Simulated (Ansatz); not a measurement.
## ZnCd₃O₄: stable or not

The cell was found from a structure generator's guess, not taken from experiment.

The calculation used DFT PBE, scalar-relativistic, plane waves, PAW (Ansatz). Settings of the last relaxation (8-atom cell): 420 eV, 8×8×8 k points, Gaussian smearing of 0.10 eV, no spin polarisation.

```
Zn Cd O
1.0
     4.99873    0.00000    0.00000
     0.00000    4.99873    0.00000
     0.00000    0.00000    4.99873
Zn Cd O
1 3 4
Direct
  0.00000 0.00000 0.00000
  0.00000 0.50000 0.50000
  0.50000 0.00000 0.50000
  0.50000 0.50000 0.00000
  0.76782 0.76782 0.23218
  0.76782 0.23218 0.76782
  0.23218 0.76782 0.76782
  0.23218 0.23218 0.23218
```

The zero of energy is the elements' standard structures at the same level (O₂ as a molecule); no fitted shifts are applied.

Q: These tests were run: energy against the elements; random kick, then relaxation without symmetry; phonons on a 2×2×2 q mesh. What do they show?

A:

```json
{"test": "energy against the elements", "result": "−1.09 eV/atom"}
{"test": "random kick, then relaxation without symmetry", "result": "returns"}
{"test": "phonons on a 2×2×2 q mesh", "result": "no imaginary mode on the mesh"}
```

It fails none of these tests. Whether a mixture of other phases lies lower isn't tested here.

The kick test ran on a coarse mesh. The run for the phonons used an 8×8×8 k mesh and Fermi–Dirac smearing of 0.15 eV.
